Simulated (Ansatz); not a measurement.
Ba3Nb2ZnO9, one structure, two calculations

Cell: a computed structure from the Materials Project (it need not be an observed phase), atoms as given.

```xyz
15
Lattice="5.8714 0.0000 0.0000 -2.9357 5.0848 0.0000 0.0000 0.0000 7.2118" Properties=species:S:1:pos:R:3 pbc="T T T"
Ba    2.9357    1.6949    2.4120
Ba    0.0000    3.3899    4.7998
Ba    0.0000    0.0000    0.0000
Nb    0.0000    3.3899    1.2784
Nb    2.9357    1.6949    5.9334
Zn    0.0000    0.0000    3.6059
O     4.3567    0.8745    4.8716
O     2.9357    3.3357    4.8716
O     1.5147    0.8745    4.8716
O     1.4210    4.2103    2.3402
O     0.0000    1.7491    2.3402
O    -1.4210    4.2103    2.3402
O     2.9357    0.0000    0.0000
O    -1.4679    2.5424    0.0000
O     1.4679    2.5424    0.0000
```

Atom numbers follow the list; atoms alike are taken as one site, whose name carries the number of the first.

First run. All values are calculated (Ansatz; DFT, PBE, plane waves and PAW, scalar-relativistic, 420 eV cutoff, Γ-centred 5×5×3 k-points, Fermi–Dirac smearing 0.02 eV), not measured.

```json
{"site": "Ba1", "atom": "1", "V_zz (10²¹ V/m²)": "0.45", "η": "0.00"}
{"site": "Ba3", "atom": "3", "V_zz (10²¹ V/m²)": "-0.43", "η": "0.00"}
{"site": "Nb", "atom": "4", "V_zz (10²¹ V/m²)": "0.90", "η": "0.00"}
{"site": "Zn", "atom": "6", "V_zz (10²¹ V/m²)": "-0.39", "η": "0.00"}
{"site": "O7", "atom": "7", "V_zz (10²¹ V/m²)": "1.98", "η": "0.01"}
{"site": "O13", "atom": "13", "V_zz (10²¹ V/m²)": "2.11", "η": "0.06"}
```

Second run. The same atoms and settings, except that spin–orbit coupling is included (fully relativistic PAW files).

Problem. Given the first result, estimate the second.

Solution. 

| site | atom | V_zz | η | change of V_zz |
| --- | --- | --- | --- | --- |
| Ba1 | 1 | 0.45 | 0.00 | 0.00 |
| Ba3 | 3 | -0.42 | 0.00 | +0.01 |
| Nb | 4 | 0.90 | 0.00 | 0.00 |
| Zn | 6 | -0.39 | 0.00 | 0.00 |
| O7 | 7 | 1.98 | 0.01 | 0.00 |
| O13 | 13 | 2.11 | 0.06 | 0.00 |

No V_zz moves by more than 0.01.

For the first run: The largest force is 0.5 eV/Å, so the atoms aren't at the calculated equilibrium and relaxing them would move these values. A computed database structure should lie near equilibrium, so this entry is doubtful.
For the second run: The largest force is 0.5 eV/Å, so the atoms aren't at the calculated equilibrium and relaxing them would move these values.
